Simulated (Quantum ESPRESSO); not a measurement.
## Al3MgAs3S (a curve over strain)

A calculation, not a measurement. The program is pw.x of Quantum ESPRESSO 7.5 (plane-wave density functional theory). The cell is made up: 8 atoms on a zincblende/diamond lattice, with randomly drawn elements, strain and displacements, not relaxed. PseudoDojo standard norm-conserving files (v0.5 for PBE, v0.4.1 for LDA and PBEsol) set the functional; there is no spin polarisation, spin-orbit coupling or dispersion term, and the masses in the input are unused placeholders.

Seven runs add a strain to one cell (the same along x and y); the atoms follow the cell and are not relaxed. Stress in the table is positive in tension.

Input of the run at +0.0037:

```
&control calculation='scf', pseudo_dir='./dojo.nc.sr.pbe.v0_5.standard.upf', outdir='./o', disk_io='medium', tprnfor=.true., tstress=.true. /
&system ibrav=0, nat=8, ntyp=4, nbnd=41, ecutwfc=84.00895049, nosym=.true., tot_charge=0,
 occupations='smearing', smearing='fd', degauss=0.0018374661
/
&electrons conv_thr=7.350e-09, electron_maxstep=60, /
ATOMIC_SPECIES
Al 1.0 Al.upf
As 1.0 As.upf
Mg 1.0 Mg.upf
S 1.0 S.upf
CELL_PARAMETERS angstrom
5.6316 -0.0814 -0.0473
-0.0814 5.698 -0.0638
-0.0475 -0.064 5.5706
ATOMIC_POSITIONS angstrom
Al 0.0188 -0.0312 0.0221
Al -0.093 2.8061 2.6993
Al 2.7357 -0.0211 2.7364
Mg 2.7726 2.7863 -0.0615
As 1.4155 1.4293 1.3732
S 1.2769 4.2567 4.126
As 4.1975 1.3209 4.1174
As 4.1205 4.2016 1.2514
K_POINTS automatic
4 4 4 1 1 1
```

| added strain | free energy less that of the input shown (eV) | stress xx (GPa) | stress yy (GPa) | stress zz (GPa) | stress xy (GPa) | pressure (GPa) | next band up at Gamma (eV) | iterations |
| --- | --- | --- | --- | --- | --- | --- | --- | --- |
| -0.0249 | 0.3829 | -9.08 | -8.74 | -8.43 | -2.82 | 8.75 | 0.991 | 10 |
| -0.0189 | 0.2752 | -7.86 | -7.49 | -7.44 | -2.73 | 7.60 | 1.007 | 10 |
| -0.0145 | 0.2058 | -7.00 | -6.62 | -6.75 | -2.67 | 6.79 | 1.017 | 10 |
| -0.0073 | 0.1091 | -5.66 | -5.25 | -5.68 | -2.58 | 5.53 | 1.025 | 10 |
| +0.0037 | 0.0000 | -3.76 | -3.31 | -4.19 | -2.44 | 3.75 | 1.023 | 10 |
| +0.0062 | -0.0186 | -3.35 | -2.89 | -3.88 | -2.41 | 3.37 | 1.020 | 10 |
| +0.0133 | -0.0591 | -2.23 | -1.75 | -3.02 | -2.32 | 2.33 | 1.005 | 10 |

A cubic fit gives a slope of stress xx against the added strain of 171 GPa at zero added strain, with the atoms clamped. Across the table the free energy follows the integral of the stress to within 0.5 meV. A rerun of one of the cells at 1437 eV and a 6 x 6 x 6 mesh moved values by no more than 0.006 eV in energy, 0.02 GPa in stress and 0.005 eV/Å in force. The band column is the level of band 36 at Gamma less that of band 35, whose number is half the electron count, rounded up; it comes from a band step after each run.